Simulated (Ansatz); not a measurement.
A trial structure of ZrInF₃ was built thus: perovskite family, tilts a0a0a0, polar shift along [001] (P4mm, No. 99) (A site In; B site Zr; X site F). Lengths were set from tabulated atomic sizes, so they are only a guess.

```yaml
crystal:
  lattice:
    - [3.98340, 0.00000, 0.00000]
    - [0.00000, 3.98340, 0.00000]
    - [0.00000, 0.00000, 3.98340]
  atoms:
    - { symbol: Zr, position: [0.00000, 0.00000, 0.96686] }
    - { symbol: In, position: [0.50000, 0.50000, 0.46686] }
    - { symbol: F, position: [0.00000, 0.50000, 0.00000] }
    - { symbol: F, position: [0.50000, 0.00000, 0.00000] }
    - { symbol: F, position: [0.00000, 0.00000, 0.50000] }
```

These are results of DFT PBE, scalar-relativistic, plane waves, PAW (Ansatz 0.2.0), not measurements. Cutoff 420 eV, Gaussian smearing, Γ-centred meshes. Cell and atoms relax first on a coarse mesh and then on a finer one. In between, the cell is made exact in the group found at 0.06 Å. In metals the finer mesh still leaves noise of several meV/atom or more. The steps can't lower the symmetry of their start. No spin polarisation in the relaxation; trial moments died out in a coarse test.

A guess keeps its type if space group and coordination stay and the shape of the cell changes little (axis ratios within about 15 %, angles within 6°); the volume may change.

Problem. Does this structure survive the relaxation?

Solution. It doesn't keep its type. The symmetry stays P4mm (No. 99). The volume per atom grows by 79.0 %, from 12.6 to 22.6 Å³. The shortest distance goes from 1.86 Å (Zr–F) to 1.94 Å (Zr–F). The ratio c/a of the conventional cell changes by a factor of 1.63. Counting neighbours within 15 % of an atom's shortest distance, the start has F 2, In 12, Zr 6 and the end F 1/2, In 8, Zr 5. In detail, at the end around Zr lie 1 F at 1.94 Å, 4 F at 2.09 Å and 4 In at 3.63 Å; around In lie 4 F at 3.27 Å, 4 Zr at 3.63 Å, 4 F at 3.89 Å and 4 In at 4.11 Å; F on a site of symmetry 2mm has 2 Zr at 2.09 Å, 2 F at 2.59 Å, 4 F at 2.91 Å and 2 In at 3.27 Å; 1 more site not described.

```
Zr In F
1.0
     4.11174    0.00000    0.00000
     0.00000    4.11174    0.00000
     0.00000    0.00000    6.69126
Zr In F
1 1 3
Direct
  0.00000 0.00000 0.00215
  0.50000 0.50000 0.32607
  0.00000 0.50000 0.94691
  0.50000 0.00000 0.94691
  0.00000 0.00000 0.71168
```

Formation energies are uncorrected and refer to the elements' standard structures at the same level (F₂ as a molecule).

Problem. At what energy does it end?

Solution. −2.32 eV/atom. A negative formation energy is needed for stability but isn't enough: competing phases decide.

The last run used a 10×10×6 mesh (in the run's order of axes) for its 5-atom cell and Gaussian smearing of 0.10 eV. Weakly bound directions are ill-defined at this level, which has no dispersion term. Symmetry constrained the relaxation, so the result can be a saddle point.

In counts of neighbours, a slash parts the counts of unlike sites.
